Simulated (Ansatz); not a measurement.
Pt3W in space group I4/mmm (No. 139; Pt on 4d, Pt on 2b, W on 2a) at seven volumes, the program Ansatz at the LDA level (PAW), shape and atoms relaxed at each. One row is withheld.

```
V (Å³/atom)  P (GPa)
-----------  -------
13.405         39.83
13.847         24.13
14.288         10.99
14.730          0.00
15.172         -9.18
15.614             ?
16.056        -23.21
```

### Question
Fit the shown pressures and predict the withheld one.

### Answer
Third-order Birch–Murnaghan: P = (3/2)B₀(x^(7/2) − x^(5/2))[1 + (3/4)(B′ − 4)(x − 1)] with x = (V₀/V)^(2/3). Least squares on the six rows gives V₀ = 14.730 Å³/atom, B₀ = 333.9 GPa, B′ = 4.99. At V = 15.614, x = 0.9619 and P = -16.83 GPa. The run itself gave -16.84 GPa.

The workflow started from a Materials Project entry (that database holds measured and hypothetical structures alike); the Crystallography Open Database copy checked does not list it. Whether it is the stable phase at ambient conditions was not checked. Symmetry was held in the LDA relaxation; its stability against distortions is not shown here. No spin polarisation was allowed. Scalar-relativistic: spin–orbit coupling is off unless named, which matters more the heavier the elements.

Potentials: the later of the program's two PAW sets.
